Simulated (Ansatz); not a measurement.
A geometry of ZnSnN₂ away from equilibrium: step 2 of the relaxation of a relaxed ZnSnN2 cell displaced along its unstable phonon at q = (½, ½, 0) of its primitive reciprocal cell (490i cm⁻¹), largest move 0.15 Å. The numbers are results of PBE (plane waves to 420 eV, PAW, scalar-relativistic; Ansatz, a quantum-chemistry and plane-wave program), not measurements. Γ-centred k-mesh 8×8×10 on the run's cell (coarser than for final values), Fermi–Dirac smearing 0.05 eV.

```xyz
8
Lattice="8.2887 0.0000 0.0000 4.1443 4.1443 0.0000 0.0000 0.0000 3.2003" Properties=species:S:1:pos:R:3:forces:R:3 pbc="T T T" free_energy=-20215.182 pressure_GPa=-2.0
Zn     2.0722     2.0722     1.6002    0.0000    0.0000    0.0000
Zn     6.2165     2.0722     1.6002    0.0000    0.0000    0.0000
Sn     0.0000     0.0000     0.0000    0.0000    0.0000    0.0000
Sn     4.1443     0.0000     0.0000    0.0000    0.0000    0.0000
N      8.6332     2.0722     0.0000    1.6924    0.0000    0.0000
N      3.7999     2.0722     0.0000   -1.6924    0.0000    0.0000
N      2.0722    -0.3445     0.0000    0.0000   -1.6924    0.0000
N      6.2165     0.3445     0.0000    0.0000    1.6924    0.0000
```

Positions in Å, forces in eV/Å, free energy of the cell in eV (comparable only within this code, potentials and settings). Largest force: 1.69 eV/Å, on N5, N6, N7, N8 (atoms numbered as listed); the geometry lies 0.21 eV/atom above the end of its relaxation.

No spin polarisation in the result.

The run could not lose the symmetry of its start, so the end can be a saddle point.

The end of the path is a generated cell of ZnSnN2: the first start was made by placing the elements on the sites of a structure type, and the end was not matched to a known phase here, so it may be hypothetical.
